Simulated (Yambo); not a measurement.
Yambo run on SrAgSF (space group P4/nmm, No. 129). The wavefunctions come from this Quantum ESPRESSO step (PBEsol, PseudoDojo standard norm-conserving files, scalar-relativistic):

```
&CONTROL
  calculation = 'nscf'
  pseudo_dir = './pseudo'
  outdir = './out'
/
&SYSTEM
  ibrav = 0
  nat = 8
  ntyp = 4
  ecutwfc = 84.0
  ecutrho = 336.0
  occupations = 'fixed'
  force_symmorphic = .true.
  nbnd = 238
/
&ELECTRONS
  conv_thr = 8e-09
  diago_full_acc = .true.
  diago_thr_init = 1e-08
/
ATOMIC_SPECIES
F 18.9984 F.upf
S 32.0600 S.upf
Sr 87.6200 Sr.upf
Ag 107.8682 Ag.upf
CELL_PARAMETERS angstrom
  4.108630000000   0.000000000000   0.000000000000
  0.000000000000   4.108630000000   0.000000000000
  0.000000000000   0.000000000000   9.130100000000
ATOMIC_POSITIONS crystal
F   0.500000000000   0.500000000000   0.000000000000
F   0.000000000000   0.000000000000   0.000000000000
S   0.000000000000   0.500000000000   0.308290000000
S   0.500000000000   0.000000000000   0.691710000000
Sr   0.000000000000   0.500000000000   0.843940000000
Sr   0.500000000000   0.000000000000   0.156060000000
Ag   0.500000000000   0.500000000000   0.500000000000
Ag   0.000000000000   0.000000000000   0.500000000000
K_POINTS automatic
4 4 1 0 0 0
```

Yambo input:

```
rim_cut
gw0
dyson
el_el_corr
HF_and_locXC
ppa
em1d
RandQpts= 1000000
RandGvec= 1 Ry
EXXRLvcs= 84 Ry
VXCRLvcs= 336 Ry
Chimod= "HARTREE"
% BndsRnXp
 9 | 237 |
%
NGsBlkXp= 7 Ry
% LongDrXp
 1.0 | 1.0 | 1.0 |
%
PPAPntXp= 27.2114 eV
% GbndRnge
 1 | 237 |
%
GTermKind= "BG"
DysSolver= "n"
ExtendOut
% QPkrange
 1 | 1 | 42 | 43 |
 3 | 3 | 42 | 43 |
 6 | 6 | 42 | 43 |
%
```

k points by index: 1 = Γ, 3 = X, 6 = M.

Resulting energies as the program prints them:

```
#    K-point    Band    Eo [eV]    E [eV]    E-Eo [eV]    Vxc [eV]    Vnlxc [eV]    Sc|Eo [eV]    Sc|E [eV]    dSc/dw|Eo [eV]    Re(Z)    Im(Z)
#
    1    42    0.000000    -0.723751    -0.723751    -16.44070    -19.80579    2.444016    2.641339    -7.417519    0.785796    -0.001683
    1    43    1.102430    1.481155    0.378725    -11.04298    -7.030117    -3.548252    -3.634142    -6.169707    0.815172    -0.001262
    3    42    -0.497656    -1.225160    -0.727504    -16.07776    -19.57900    2.572974    2.773736    -7.507628    0.783756    -0.001847
    3    43    2.655852    3.181866    0.526013    -12.25715    -7.970085    -3.639948    -3.761051    -6.262948    0.812899    -0.001904
    6    42    -1.176278    -1.930276    -0.753998    -21.70500    -26.81450    4.141282    4.355503    -7.728874    0.778792    -0.002032
    6    43    3.331557    3.810719    0.479162    -12.72970    -8.737024    -3.410187    -3.513512    -5.866982    0.822633    -0.829058E-3
```
(The two width columns are left out.) Convergence of these settings isn't established.

Spin-orbit coupling is not included.

Geometry of the Materials Project entry, not relaxed at this level.

The structure is a Materials Project entry; no match was found in the copy of COD used, and its stability was not checked.
